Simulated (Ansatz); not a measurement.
MgTe (P4_2/mmc), relaxed with HSE06 (Ansatz, a first-principles code, plane waves, PAW): a = b = 4.236 Å, c = 7.762 Å, α = β = γ = 90.00°.

```
Quantity              Value
--------------------  -----
gap (eV)               0.72
B₀ by P(V) fit (GPa)   31.4
```

Q: The same phase is relaxed and computed with PBE in the same code. What are the cell and these values now?

A: a = b = 4.265 Å, c = 7.816 Å, α = β = γ = 90.00°.

- gap (eV) = 0.20
- B₀ by P(V) fit (GPa) = 28.4

Constructed cells (a structure type filled with these elements, in neither database checked): MgTe, P4_2/mmc (Mg on 2c, Te on 2e). All cells were relaxed under the symmetry of their starts (and spin orders); stability against distortions was not tested throughout. Scalar-relativistic: spin–orbit coupling is off unless named, which matters more the heavier the elements.

Potentials: the later of the program's two PAW sets.

Ansatz is a plane-wave DFT program.
